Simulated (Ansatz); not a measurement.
HfSi (CsCl type, space group No. 221), DFT-PBE in the program Ansatz with PAW potentials, all energies at zero smearing, with the estimated change up to a 700 eV cutoff added, with one set of potentials and settings (totals compare only within such a set). Cell of 2 atoms (1 Hf, 1 Si): -16357.659 eV.

| element | reference phase | E (eV/atom) |
|---|---|---|
| Hf | P6_3/mmc, 2 atoms in the cell | -15721.3637 |
| Si | Fd-3m, 2 atoms in the cell | -635.8096 |

Formation energy per atom, worked out: (-16357.659 − 1×(-15721.3637) − 1×(-635.8096))/2 = -0.243 eV/atom (-23 kJ per mol of atoms), at 0 K, without zero-point energy or fitted corrections.

Space group Pm-3m (CsCl type). The cell is a constructed one: a structure type filled with these elements; neither database checked (COD, Materials Project) lists it. COD files the formula under space group No. 62, so this cell is another polymorph or a model. Whether it is the stable phase at ambient conditions was not checked. The PBE relaxation kept the symmetry of its start; whether a distortion lowers the energy is not shown. The run is not spin-polarised. The references are the lowest solids computed at this level, not always the standard phases. Scalar-relativistic: spin–orbit coupling is off unless named, which matters more the heavier the elements.

Potentials: the later of the program's two PAW sets.
